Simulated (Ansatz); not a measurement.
NbRu (space group P4/mmm)

```
CELL_PARAMETERS angstrom
      5.99850     0.00000     0.00000
      2.99925     2.99925     0.00000
      0.00000     0.00000     3.37532
ATOMIC_POSITIONS crystal
  Nb 0.00000 0.00000 0.00000
  Nb 0.50000 0.00000 0.00000
  Ru 0.00000 0.50000 0.50000
  Ru 0.50000 0.50000 0.50000
```

A phonon eigenvector at M = (0.5, 0.5, 0.0) is frozen into this cell: atom i moves by Q times the vector below, so Q is the largest atomic displacement, in Å. The cell is held. It is one choice among 2 degenerate patterns. (q is in reciprocal vectors of the primitive cell; the cell shown is doubled to hold the pattern.)

```
atom       x       y      z
----  ------  ------  -----
Nb1    0.000   1.000  0.000
Nb2    0.000  -1.000  0.000
Ru3   -0.891   0.000  0.000
Ru4    0.891   0.000  0.000
```

Calculation: LDA (plane waves to 420 eV, PAW, scalar-relativistic; Ansatz, a first-principles code). k mesh 15×15×14 (Γ-centred), Fermi-Dirac smearing 0.05 eV. The energy includes the smearing's −TS. Left out: 2 of 13 points, with atoms too close for the PAW data. With partly filled bands, energies and forces of such displacements shift with the k mesh and the smearing. NbRu is run without spin polarisation. NbRu was relaxed with its symmetry unable to fall. ΔE is measured from the undisplaced structure. The last digit holds for this mesh only.

```
Q (Å)    ΔE (meV/cell)
-------  -------------
-0.2333         2258.4
-0.1867         1403.1
-0.1400       withheld
-0.0933          339.2
-0.0467           84.4
0.0000             0.0
0.0467            84.4
0.0933           339.2
0.1400        withheld
0.1867          1403.1
0.2333          2258.4
```

Fit an even polynomial form (powers 2, 4, 6) to the given rows and predict ΔE at Q = 0.1400.

Least squares on the 9 given rows: ΔE = (38630)·Q² + (35800)·Q⁴ + (308300)·Q⁶, in meV/cell with Q in Å; root-mean-square residual 0.03 meV/cell. At 0.1400 the fit gives 773.2 meV/cell; the calculation gives 773.2 meV/cell, the same to the digits shown. The quadratic term alone would give 757.1 meV/cell.

(For displaced atoms, the force is minus the slope of the energy, and its curvature is a force constant, which sets phonon frequencies.)
